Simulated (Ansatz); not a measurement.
# Computed properties of Cu

Cu:
```cif
data_Cu
_chemical_formula_sum 'Cu1'
_space_group_name_H-M_alt 'P 1'
_space_group_IT_number 1
_cell_length_a 2.35974
_cell_length_b 2.35974
_cell_length_c 2.35974
_cell_angle_alpha 90.000
_cell_angle_beta 90.000
_cell_angle_gamma 90.000
loop_
_space_group_symop_operation_xyz
  'x, y, z'
loop_
_atom_site_label
_atom_site_type_symbol
_atom_site_fract_x
_atom_site_fract_y
_atom_site_fract_z
_atom_site_occupancy
Cu1 Cu 0.00000 0.00000 0.00000 1
```

Space group Pm-3m (No. 221), simple cubic; conventional cell a = b = c = 2.3597 Å, α = β = γ = 90.00°.

Method: the program Ansatz at the PBEsol level (PAW). The cell and atoms are relaxed at this level. Other levels are named where they apply.

**Cell and energy**

* **Volume per atom**: 13.14 Å³
* **Density**: 8.03 g/cm³

**Electronic structure**

- Electronic character: metallic (no gap)
- Density of states at the Fermi level: 0.27 states/eV per atom (mean over ±0.08 eV)

**Mechanics**

- Bulk modulus (Birch–Murnaghan fit): 123 GPa
- Pressure derivative B′: 4.9
- Elastic constants (relaxed ions, GPa): C11 = 338, C12 = 16.2, C44 = -32.5
- Mechanical stability: unstable (C has a negative eigenvalue)

The start of the workflow was typed in or built on a structure type; neither database checked (COD, Materials Project) lists it. It is not the phase usual at ambient conditions (space group No. 225). The cell was relaxed with PBEsol under the symmetry of its start. The run is not spin-polarised. As this level gives no gap, shear constants depend on the k-mesh and smearing (Fermi–Dirac, 0.1 eV here).

Potentials: the later of the program's two PAW sets.
